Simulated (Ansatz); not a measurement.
LiCd: an elastic constant from a strain scan

All numbers below come from Ansatz, DFT r2SCAN, scalar-relativistic, plane waves, PAW. The runs took a 500 eV cutoff, a Γ-centred 12×12×12 mesh and Gaussian smearing (0.15 eV). No spin polarisation. Energies are free energies at this smearing, counted from the undisturbed cell; pressure is positive in compression.

The starting cell (relaxed at this level; it needn't be the usual structure):

```
Li Cd
1.0
     0.00000    3.33575    3.33575
     3.33575    0.00000    3.33575
     3.33575    3.33575    0.00000
Li Cd
2 2
Cartesian
  1.6679 1.6679 1.6679
  0.0000 0.0000 0.0000
  5.0036 5.0036 5.0036
  3.3357 3.3357 3.3357
```

The cell is strained by ε times the Voigt pattern (1, -1, 0, 0, 0, 0) (xx, yy, zz, yz, xz, xy; engineering shear) with fractional coordinates fixed. The cell holds 4 atoms in V0 = 74.24 Å³. The stress column is τ = (1/V0) dE/dε, got from the stress tensor σ (compression positive) at each point as −det(1 + εP) σ : P(1 + εP)⁻¹, with P the pattern as a tensor.

```csv
ε,ΔE (meV/atom),τ (GPa)
-0.0875,12.251,-2.844
-0.0750,8.558,-2.270
-0.0625,5.650,-1.753
-0.0500,3.460,-1.285
-0.0250,0.820,-0.578
0.0000,0.000,0.000
0.0250,0.820,0.578
0.0500,3.460,1.285
0.0625,5.650,1.753
0.0750,8.558,2.270
0.0875,12.251,2.844
0.1000,?,?
```

Question: Which combination of elastic constants does this scan measure, and how large is it?

Answer: For small ε, τ = τ0 + Kε with K = pᵀCp, which for this pattern is 2(C11 − C12) in the cubic axes. The parabola through τ at ε = -0.0250, 0 and 0.0250 has slope K = 23.1 GPa at zero. The energies per cell, E = NΔE, of the same two points give K = 2[E(ε₊)/ε₊ − E(ε₋)/ε₋]/[(ε₊ − ε₋)V0] = 22.7 GPa, in agreement.

Question: Predict the withheld row at ε = 0.1000 from the harmonic law, and compare.

Answer: ΔE = V0(τ0 ε + Kε²/2)/N = 13.400 meV/atom and τ = 2.31 GPa. The calculation gives 16.837 meV/atom and 3.50 GPa: the energy lies 26 % above the harmonic value.

In a metal these slopes depend on the k mesh and the smearing.

Cost: 7 runs of about 5.7 core-minutes in all, on Arm Neoverse V2 (shared hosts).